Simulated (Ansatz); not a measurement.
With the program Ansatz at the LDA level (PAW), AlCr2C in the hexagonal phase (P6_3/mmc; Al on 2d, Cr on 4f, C on 2a) relaxes to a = 2.791 Å, c = 12.473 Å. Al has 12 nearest neighbours from 2.62 Å (anticuboctahedral); C has 6 nearest neighbours from 1.93 Å (octahedral). Against the elements it lies at -0.24 eV/atom, with no fitted shifts.

Electronic character: metallic (no gap).

The bulk modulus is 212 GPa. The relaxed-ion elastic constants in GPa are C11 = 406, C12 = 93.4, C13 = 128, C33 = 401, C44 = 152. The elastic constants imply a Debye temperature near 773 K. The highest mode at Γ lies at 711 cm⁻¹.

The cell was relaxed with LDA under the symmetry of its start; of distortions, only those at the zone centre were tested. The run is not spin-polarised. As this level gives no gap, shear constants depend on the k-mesh and smearing (Fermi–Dirac, 0.1 eV here). As this level gives no gap, phonon frequencies hold no LO–TO term and depend on the k-mesh and smearing (Fermi–Dirac, 0.1 eV here). On the denser mesh and wider smearing of the elastic run this cell carries a stress of 0.5 GPa. The references are the lowest solids computed at this level, not always the standard phases.

Potentials: the later of the program's two PAW sets.
